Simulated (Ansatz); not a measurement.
A relaxed 1×1 slab of 5 planes, cut along (111) from a fcc crystal of one element, has a cell area of 9.51 Å² and a bulk spacing of 2.705 Å between its first planes. All-electron LAPW in Ansatz 0.2.0 (LDA, scalar-relativistic, no spin polarisation) gives γ = 0.41 J/m², Φ = 4.34 eV and a change of the outer spacing of -4.8 %. The fcc structure needn't be the element's own.

Question: Which element is it?

Answer: Sb. Neighbours weren't tried against these numbers.
